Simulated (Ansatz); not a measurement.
A crystal relaxed with r2SCAN in the plane-wave code Ansatz has space group Pm (No. 6) and a = 7.962 Å, b = 3.050 Å, c = 7.973 Å, β = 119.9°.

```
atom  site       x       y       z
  Ge    1b  0.1666  0.5000  0.7638
  Xx    1a  0.7655  0.0000  0.5918
  Ge    1a  0.4085  0.0000  0.1733
  Ge    1b  0.5977  0.5000  0.8252
  Ge    1b  0.2341  0.5000  0.4064
  Ge    1a  0.8276  0.0000  0.2370
   N    1b  0.3334  0.5000  0.6675
   N    1a  0.6698  0.0000  0.3430
   N    1b  0.3329  0.5000  0.0274
   N    1a  0.0172  0.0000  0.6969
   N    1a  0.3000  0.0000  0.3286
   N    1b  0.7010  0.5000  0.6601
   N    1a  0.6740  0.0000  0.9718
   N    1b  0.9716  0.5000  0.3070
```

The r2SCAN gap is direct at Γ: 3.07 eV. The HSE06 gap is direct at Γ: 4.10 eV. Meshes: r2SCAN 4×8×4, HSE06 2×6×2. r2SCAN's ε∞ is 4.6, 4.7 and 4.6 along x, y and z.

Task: Which element is Xx?
A. Pb
B. C
C. Sn
D. Si

Result: D. Xx is Si: a 14-atom cell of SiGe₅N₈ built on β-Si3N4 (relaxed group Pm). Around Ge lie 4 N at 1.83–1.84 Å; around Si lie 4 N at 1.73–1.78 Å; around Ge lie 4 N at 1.83 Å; around Ge lie 4 N at 1.83–1.87 Å; around Ge lie 4 N at 1.82–1.83 Å; around Ge lie 4 N at 1.82–1.84 Å; around N lie 3 Ge at 1.82–1.84 Å; around N lie 1 Si at 1.73 Å and 2 Ge at 1.83 Å (further sites aren't listed).

Values at 0 K without nuclear motion; spin polarisation is off, and the phase may be a hypothetical one.

Spin-orbit coupling is left out.

The meshes of the hybrids are coarse, so their gaps aren't converged to the digits shown.

For a response run the program warns that the ground state's bands aren't all converged, so ε∞ carries an extra error.
